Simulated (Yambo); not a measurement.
A G0W0@PBEsol run in Yambo for WS₂ (space group R3m, No. 160) (4×4×4 Γ-centred k mesh, bands 5 to 214 and a 8 Ry block in the screening, 214 bands in G with the Bruneval-Gonze terminator, plasmon pole fitted at 27.2 eV) gives these matrix elements, in eV, at the band edges (Z → (0, 0, 0.25)):

```csv
state,E0,<Vxc>,<Σx>,<Σc(E0)>,Z
valence edge,0.000,-15.396,-15.848,0.324,0.791
conduction edge,1.441,-14.318,-10.078,-3.662,0.798
```

Question: Solve the linearised quasiparticle equation for both states, give the gap, and say how exchange and correlation each act on it.

Answer: E = E0 + Z(Σx + Σc − Vxc). Valence: 0.000 + 0.791 × (-15.848 + (0.324) − (-15.396)) = -0.10 eV. Conduction: 1.441 + 0.798 × (-10.078 + (-3.662) − (-14.318)) = 1.90 eV. The gap is 2.00 eV, against 1.44 eV in PBEsol. Replacing Vxc by bare exchange alone would open it by 4.69 eV; correlation takes back 3.99 eV of that, and Z scales what is left. Convergence of the G0W0 settings was not tested. The mesh misses a band edge: along a dense path the PBEsol gap is 1.08 eV against 1.44 eV on the mesh. 

Spin-orbit coupling is included.

Geometry of the Materials Project entry, not relaxed at this level; primitive cell a = b = c = 6.745 Å, α = β = γ = 27.31°.

This is not the ordinary phase of the substance.

The distance between layers or molecules is the database entry's, not relaxed here. Functionals without dispersion can leave it too large, which widens gaps and weakens the response across layers: the numbers belong to this cell.
